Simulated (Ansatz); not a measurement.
Input:

AlPd:
```xyz
4
Lattice="1.3978 -5.0192 0.0000 1.3978 5.0192 0.0000 0.0000 0.0000 4.2154" Properties=species:S:1:pos:R:3 pbc="T T T"
Al     1.3978    -1.5578     1.0539
Pd     1.3978    -4.1203     1.0539
Al     1.3978     1.5578     3.1616
Pd     1.3978     4.1203     3.1616
```

This is the r²SCAN-relaxed structure.

Q: All from plane-wave PAW r²SCAN (Ansatz code), unless another level is named. Give the density of states at the Fermi level.

A: 0.34 states/eV per atom (mean over ±0.08 eV).

Q: Next, the formation energy from the elements (no fitted shifts)?

A: -725 meV/atom.

Space group Cmcm. The start of the workflow was typed in or built on a structure type; neither database checked (COD, Materials Project) lists it. Whether it is the stable phase at ambient conditions was not checked. The cell was relaxed with r²SCAN under the symmetry of its start; whether a distortion lowers the energy is not shown. No spin polarisation was allowed. The references are the lowest solids computed at this level, not always the standard phases. Spin–orbit coupling is left out wherever it is not named.

Potentials: the earlier of the program's two PAW sets.
